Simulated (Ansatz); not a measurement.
Consider the following.

Ta (bcc (W type), Im-3m), a = b = c = 3.2814 Å, α = β = γ = 90.00°; the cell used has 1 atom.

This is the PBEsol-relaxed structure.

Task: All from DFT-PBEsol in the program Ansatz with PAW potentials, unless another level is named. Estimate the density of states at the Fermi level.

Result: 1.3 states/eV per atom (mean over ±0.08 eV).

Task: And the gap with spin–orbit coupling?

Result: none (metallic).

Symmetry was held in the PBEsol relaxation. The run is not spin-polarised. Scalar-relativistic: spin–orbit coupling is off unless named, which matters more the heavier the elements.

Potentials: the earlier of the program's two PAW sets.
